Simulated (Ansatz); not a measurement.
Data:

ZrAl:
```
ZrAl
1.0
    1.65690    -5.42645     0.00000
    1.65690     5.42645     0.00000
    0.00000     0.00000     4.27072
Zr Al
2 2
Cartesian
  1.65690   3.68690   3.20304
  1.65690  -3.68690   1.06768
  1.65690   0.77257   3.20304
  1.65690  -0.77257   1.06768
```

This is the PBEsol-relaxed structure.

Question: All from PBEsol (plane waves, PAW; program Ansatz), unless another level is named. Predict the formation energy from the elements (no fitted shifts).

Answer: -0.46 eV/atom.

Question: And the density of states at the Fermi level?

Answer: 0.62 states/eV per atom (mean over ±0.08 eV).

Space group Cmcm. The first step of the workflow began from a Materials Project structure, measured or hypothetical; the Crystallography Open Database copy checked does not list it. Whether it is the stable phase at ambient conditions was not checked. Symmetry was held in the PBEsol relaxation; whether a distortion lowers the energy is not shown. No spin polarisation was allowed. The references are the lowest solids computed at this level, not always the standard phases. Spin–orbit coupling is left out wherever it is not named.

Potentials: the later of the program's two PAW sets.
